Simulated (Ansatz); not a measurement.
MgSc₂S₄:
```
CELL_PARAMETERS angstrom
      0.00000     5.29036     5.29036
      5.29036     0.00000     5.29036
      5.29036     5.29036     0.00000
ATOMIC_POSITIONS crystal
  Mg 0.00000 0.00000 0.00000
  Mg 0.25000 0.25000 0.25000
  Sc 0.62500 0.62500 0.62500
  Sc 0.12500 0.62500 0.62500
  Sc 0.62500 0.62500 0.12500
  Sc 0.62500 0.12500 0.62500
  S  0.85075 0.38308 0.38308
  S  0.86692 0.86692 0.39925
  S  0.38308 0.85075 0.38308
  S  0.86692 0.86692 0.86692
  S  0.38308 0.38308 0.38308
  S  0.86692 0.39925 0.86692
  S  0.38308 0.38308 0.85075
  S  0.39925 0.86692 0.86692
```

x, y and z are the axes in which the lattice vectors are written.

Task: Give the high-frequency dielectric tensor and the Born effective charge tensors of the independent atoms from DFPT, plane-wave PAW PBEsol (Ansatz code).

Result: 
ε∞:
```
6.61  0.00  0.00
0.00  6.61  0.00
0.00  0.00  6.61
```
Z* of atom 1 (Mg), rows: field, columns: displacement, in e:
```
2.44  0.00  0.00
0.00  2.44  0.00
0.00  0.00  2.44
```
Z* of atom 3 (Sc), rows: field, columns: displacement, in e:
```
3.64  0.92  0.92
0.92  3.64  0.92
0.92  0.92  3.64
```
Z* of atom 7 (S), rows: field, columns: displacement, in e:
```
-2.43  -0.06  -0.06
-0.06  -2.43   0.06
-0.06   0.06  -2.43
```

Static charges for comparison (Bader): Mg1 +1.64, Sc3 +1.79, S7 -1.30 e. Born charges measure polarisation by displacement and can exceed these by far.

Space group Fd-3m (spinel). The first step of the workflow began from a Materials Project structure, measured or hypothetical; the Crystallography Open Database files this formula in space group No. 227, but the cells were not matched. Whether it is the stable phase at ambient conditions was not checked. Symmetry was held in the PBEsol relaxation; its stability against distortions is not shown here. The run is not spin-polarised.

Potentials: the later of the program's two PAW sets.
